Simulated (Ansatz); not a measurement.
Ca (fcc (Cu type)), relaxed with PBEsol (Ansatz, a quantum-chemistry and plane-wave program, plane waves, PAW): a = 5.455 Å, b = 5.455 Å, c = 5.455 Å, α = 90.00°, β = 90.00°, γ = 90.00°.

```
Item                  Result
--------------------  ------
B₀ by P(V) fit (GPa)    17.9
K_Hill (GPa)            18.1
G_Hill (GPa)             9.0
Θ_D (K)                  227
```

Task: The same phase is relaxed and computed with PBE in the same code. What are the cell and these values now?

Result: a = b = c = 5.5256 Å, α = β = γ = 90.00°.

B₀ by P(V) fit (GPa): 17.4
K_Hill (GPa): 17.5
G_Hill (GPa): 8.8
Θ_D (K): 225

All cells were relaxed under the symmetry of their starts (and spin orders); stability against distortions was not tested throughout.

Potentials: the earlier of the program's two PAW sets.

Ansatz is a plane-wave DFT program.
